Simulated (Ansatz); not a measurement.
ZnSe:
```yaml
crystal:
  lattice:
    - [0.00000, 2.78367, 2.78367]
    - [2.78367, 0.00000, 2.78367]
    - [2.78367, 2.78367, 0.00000]
  atoms:
    - { symbol: Zn, position: [0.00000, 0.00000, 0.00000] }
    - { symbol: Se, position: [0.25000, 0.25000, 0.25000] }
```

Cartesian axes are those of the cell as given.

Q: Give the high-frequency dielectric tensor and the Born effective charge tensors of the independent atoms from DFPT, LDA in the plane-wave PAW code Ansatz.

A: 
ε∞:
```
7.51  0.00  0.00
0.00  7.51  0.00
0.00  0.00  7.51
```
Z* of atom 1 (Zn), rows: field, columns: displacement, in e:
```
1.97  0.00  0.00
0.00  1.97  0.00
0.00  0.00  1.97
```
Z* of atom 2 (Se), rows: field, columns: displacement, in e:
```
-1.97   0.00   0.00
 0.00  -1.97   0.00
 0.00   0.00  -1.97
```

Space group F-43m (zinc blende). The cell was relaxed with LDA under the symmetry of its start. Scalar-relativistic: spin–orbit coupling is off unless named, which matters more the heavier the elements.

Potentials: the earlier of the program's two PAW sets. The files were generated under PBE; for other functionals the program regenerates the frozen cores, and for LDA and PBEsol the local potential too.
